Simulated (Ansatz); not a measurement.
Ru:
```
Ru
1.0
    2.69050     0.00000     0.00000
   -1.34525     2.33004     0.00000
    0.00000     0.00000     4.25101
Ru
2
Direct
  0.66667   0.33333   0.75000
  0.33333   0.66667   0.25000
```

Relaxed with PBEsol. Special points in fractions of this cell's reciprocal vectors: Γ (0.000, 0.000, 0.000); M (0.500, 0.000, 0.000); K (0.333, 0.333, 0.000); A (0.000, 0.000, 0.500); L (0.500, 0.000, 0.500); H (0.333, 0.333, 0.500).

Question: List the band energies nearest the Fermi level at these points for PBEsol with spin–orbit coupling (plane waves, PAW; program Ansatz).

Answer: In eV from the Fermi level; about four levels below and three above (degenerate sets whole), none deeper than 8.9 eV; points with the same levels are listed once.

| k | below | above |
|---|---|---|
| Γ | -1.54 -1.54 -1.40 -1.40 | 1.09 1.09 1.20 1.20 |
| M | -1.93 -1.93 -1.61 -1.61 | 1.42 1.42 1.79 1.79 |
| K | -2.94 -2.94 -1.17 -1.17 | 0.92 0.92 1.07 1.07 |
| A | -2.78 -2.78 -2.78 -2.78 | 0.49 0.49 0.49 0.49 |
| L | -1.16 -1.16 -1.16 -1.16 | 0.38 0.38 0.38 0.38 |
| H | -1.39 -1.39 -1.18 -1.18 | 1.19 1.19 1.24 1.24 |

Space group P6_3/mmc (hcp (Mg type)). The PBEsol relaxation kept the symmetry of its start. The run is not spin-polarised.

Potentials: the earlier of the program's two PAW sets. The files were generated under PBE; for other functionals the program regenerates the frozen cores, and for LDA and PBEsol the local potential too.
